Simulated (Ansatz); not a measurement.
Molecular dynamics on a 2×2×2 supercell (16 atoms) of SnTe (rocksalt), relaxed with r2SCAN. Forces come from PBEsol in the plane-wave code Ansatz: a Langevin thermostat at fixed volume, 450 K, steps of 2 fs. Spin polarisation is off, nuclei are classical, and the run is far too short for thermal averages.

```yaml
crystal:
  lattice:
    - [0.0, 6.3786600663, 6.3786600663]
    - [6.3786600663, 0.0, 6.3786600663]
    - [6.3786600663, 6.3786600663, 0.0]
  atoms:
    - { symbol: Sn, position: [0.0, 0.0, 0.0] }
    - { symbol: Te, position: [0.25, 0.25, 0.25] }
    - { symbol: Sn, position: [0.0, 0.0, 0.5] }
    - { symbol: Te, position: [0.25, 0.25, 0.75] }
    - { symbol: Sn, position: [0.0, 0.5, 0.0] }
    - { symbol: Te, position: [0.25, 0.75, 0.25] }
    - { symbol: Sn, position: [0.0, 0.5, 0.5] }
    - { symbol: Te, position: [0.25, 0.75, 0.75] }
    - { symbol: Sn, position: [0.5, 0.0, 0.0] }
    - { symbol: Te, position: [0.75, 0.25, 0.25] }
    - { symbol: Sn, position: [0.5, 0.0, 0.5] }
    - { symbol: Te, position: [0.75, 0.25, 0.75] }
    - { symbol: Sn, position: [0.5, 0.5, 0.0] }
    - { symbol: Te, position: [0.75, 0.75, 0.25] }
    - { symbol: Sn, position: [0.5, 0.5, 0.5] }
    - { symbol: Te, position: [0.75, 0.75, 0.75] }
kpoints:
  mp_grid: { grid: [2, 2, 2] }
hamiltonian:
  xc: pbesol
scf:
  occupations: { method: fermi_dirac, width: 0.039 }
md:
  ensemble: nvt_langevin
  temperature: 450
  timestep: 2.0
  n_steps: 20
  initial_velocities: maxwell_boltzmann
  seed: 6372
```

Command: `ansatz run input.yaml --threads 4 --pin off --max-ram 3686MiB --backend cpu --events-out ev --progress --plain --runs-dir out`.

Q: What wall time did it need on 4 threads of Arm Neoverse N1 (shared host), and how much host memory at the peak?

A: About 4.5 min, with a peak of 2.2 GiB.

Q: How do temperature and energy develop?

A: The temperature goes from 422 K to 471 K in 40 fs. By the last step the atoms have moved 0.12 Å in the root mean square, the drift of the whole cell taken out, 0.15 Å at most.

| step | t (fs) | T (K) | free energy F from step 0 (meV/atom) | kinetic energy (meV/atom) | largest force (eV/Å) |
| --- | --- | --- | --- | --- | --- |
| 0 | 0 | 422 | 0.0 | 54.5 | 0.00 |
| 1 | 2 | 470 | 0.0 | 60.8 | 0.03 |
| 2 | 4 | 434 | 0.0 | 56.1 | 0.07 |
| 3 | 6 | 434 | 0.1 | 56.1 | 0.10 |
| 4 | 8 | 477 | 0.1 | 61.6 | 0.12 |
| 5 | 10 | 486 | 0.2 | 62.8 | 0.15 |
| 6 | 12 | 501 | 0.3 | 64.8 | 0.18 |
| 7 | 14 | 516 | 0.5 | 66.8 | 0.21 |
| 8 | 16 | 485 | 0.7 | 62.6 | 0.23 |
| 9 | 18 | 470 | 1.0 | 60.7 | 0.25 |
| 10 | 20 | 444 | 1.3 | 57.4 | 0.27 |
| 11 | 22 | 425 | 1.7 | 54.9 | 0.29 |
| 12 | 24 | 429 | 2.1 | 55.4 | 0.30 |
| 13 | 26 | 458 | 2.5 | 59.1 | 0.31 |
| 14 | 28 | 473 | 3.0 | 61.1 | 0.32 |
| 15 | 30 | 450 | 3.6 | 58.1 | 0.34 |
| 16 | 32 | 482 | 4.2 | 62.3 | 0.35 |
| 17 | 34 | 512 | 4.8 | 66.1 | 0.37 |
| 18 | 36 | 529 | 5.5 | 68.3 | 0.39 |
| 19 | 38 | 516 | 6.4 | 66.7 | 0.41 |
| 20 | 40 | 471 | 7.2 | 60.9 | 0.43 |

Positions (Å) and forces (eV/Å) at step 20:
```
Sn   0.056  -0.052   0.144     0.110   0.144  -0.219
Te   3.183   3.239   3.155    -0.110  -0.323   0.180
Sn   3.230   3.303   0.056    -0.106  -0.219   0.010
Te   6.471   6.444   3.210    -0.229  -0.211  -0.044
Sn   3.074   0.085   3.139     0.251   0.075  -0.106
Te   6.485   3.159   6.391     0.006  -0.112  -0.035
Sn   6.361   3.121   3.323    -0.120   0.047  -0.039
Te   9.478   6.435   6.297     0.191  -0.302  -0.020
Sn  -0.111   3.214   3.218     0.114   0.025   0.160
Te   3.180   6.323   6.308    -0.149   0.101  -0.001
Sn   3.160   6.434   3.107    -0.247  -0.036   0.221
Te   6.464   9.490   6.383     0.044   0.149  -0.103
Sn   3.189   3.109   6.403     0.012   0.427   0.078
Te   6.382   6.360   9.568     0.250   0.091  -0.045
Sn   6.410   6.422   6.378    -0.140  -0.130   0.281
Te   9.495   9.469   9.659     0.123   0.273  -0.316
```
